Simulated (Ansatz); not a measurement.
NbGa3:
```xyz
4
Lattice="-1.8865 1.8865 4.3390 1.8865 -1.8865 4.3390 1.8865 1.8865 -4.3390" Properties=species:S:1:pos:R:3 pbc="T T T"
Ga     0.0000     0.0000     4.3390
Ga     0.0000     1.8865     2.1695
Ga     1.8865     0.0000     2.1695
Nb     0.0000     0.0000     0.0000
```

Relaxed with PBEsol.

### Question
Which orbitals make up the states near the Fermi level in the program Ansatz at the PBEsol level (PAW)?

### Answer
Within 0.5 eV of the Fermi level: Nb 4d 71 %, Ga 4p 21 %, Ga 4s 6 %. Projections are on Löwdin-orthogonalised atomic valence shells; empty p or d shells of many metals are not among them.

### Question
Tabulate the density of states.

### Answer
States/eV per cell of 4 atoms, in 0.25 eV bins, energy from the Fermi level.

| E (eV) | total | Nb 4d | Ga 4p | Ga 4s |
|---|---|---|---|---|
| -7.85 | 1.10 | 0.18 | 0.43 | 0.45 |
| -7.60 | 0.82 | 0.12 | 0.33 | 0.33 |
| -7.35 | 0.77 | 0.13 | 0.31 | 0.31 |
| -7.10 | 0.73 | 0.13 | 0.28 | 0.29 |
| -6.85 | 0.76 | 0.14 | 0.29 | 0.29 |
| -6.60 | 0.82 | 0.15 | 0.32 | 0.30 |
| -6.35 | 1.04 | 0.17 | 0.38 | 0.42 |
| -6.10 | 1.45 | 0.24 | 0.49 | 0.63 |
| -5.85 | 1.28 | 0.25 | 0.43 | 0.53 |
| -5.60 | 1.15 | 0.25 | 0.38 | 0.46 |
| -5.35 | 1.04 | 0.24 | 0.34 | 0.41 |
| -5.10 | 0.99 | 0.24 | 0.33 | 0.38 |
| -4.85 | 0.88 | 0.21 | 0.31 | 0.32 |
| -4.60 | 1.02 | 0.23 | 0.39 | 0.35 |
| -4.35 | 1.01 | 0.22 | 0.51 | 0.22 |
| -4.10 | 1.42 | 0.35 | 0.77 | 0.21 |
| -3.85 | 1.76 | 0.50 | 0.94 | 0.22 |
| -3.60 | 1.38 | 0.44 | 0.68 | 0.20 |
| -3.35 | 1.47 | 0.45 | 0.77 | 0.18 |
| -3.10 | 1.71 | 0.57 | 0.90 | 0.16 |
| -2.85 | 2.05 | 0.71 | 1.09 | 0.17 |
| -2.60 | 3.57 | 1.46 | 1.80 | 0.20 |
| -2.35 | 3.14 | 1.49 | 1.42 | 0.16 |
| -2.10 | 2.87 | 1.33 | 1.32 | 0.14 |
| -1.85 | 2.52 | 1.29 | 1.05 | 0.11 |
| -1.60 | 2.95 | 1.64 | 1.15 | 0.08 |
| -1.35 | 1.84 | 1.11 | 0.62 | 0.06 |
| -1.10 | 1.35 | 0.87 | 0.40 | 0.04 |
| -0.85 | 1.13 | 0.78 | 0.30 | 0.03 |
| -0.60 | 1.03 | 0.77 | 0.23 | 0.02 |
| -0.35 | 0.80 | 0.64 | 0.14 | 0.01 |
| -0.10 | 0.72 | 0.59 | 0.10 | 0.02 |
| 0.15 | 0.50 | 0.37 | 0.10 | 0.02 |
| 0.40 | 1.19 | 0.67 | 0.34 | 0.14 |
| 0.65 | 2.22 | 1.14 | 0.65 | 0.34 |
| 0.90 | 2.63 | 1.32 | 0.76 | 0.41 |
| 1.15 | 3.33 | 2.08 | 0.76 | 0.35 |
| 1.40 | 3.17 | 2.08 | 0.67 | 0.28 |
| 1.65 | 2.52 | 1.14 | 0.84 | 0.41 |
| 1.90 | 2.92 | 1.08 | 0.99 | 0.65 |
| 2.15 | 2.80 | 1.05 | 0.86 | 0.68 |
| 2.40 | 2.03 | 0.76 | 0.57 | 0.55 |
| 2.65 | 1.86 | 0.66 | 0.54 | 0.47 |
| 2.90 | 2.41 | 0.91 | 0.72 | 0.56 |
| 3.15 | 2.52 | 0.86 | 0.87 | 0.53 |
| 3.40 | 1.94 | 0.56 | 0.75 | 0.42 |
| 3.65 | 1.72 | 0.45 | 0.65 | 0.38 |
| 3.90 | 1.76 | 0.44 | 0.72 | 0.33 |
| 4.15 | 1.79 | 0.46 | 0.80 | 0.27 |
| 4.40 | 1.87 | 0.42 | 0.86 | 0.29 |
| 4.65 | 2.22 | 0.43 | 1.08 | 0.34 |

Space group I4/mmm. The workflow started from an entry of the Crystallography Open Database (COD, 293 K). Whether it is the stable phase at ambient conditions was not checked. The cell was relaxed with PBEsol under the symmetry of its start; whether a distortion lowers the energy is not shown. No spin polarisation was allowed. Scalar-relativistic: spin–orbit coupling is off unless named, which matters more the heavier the elements.

Potentials: the later of the program's two PAW sets.
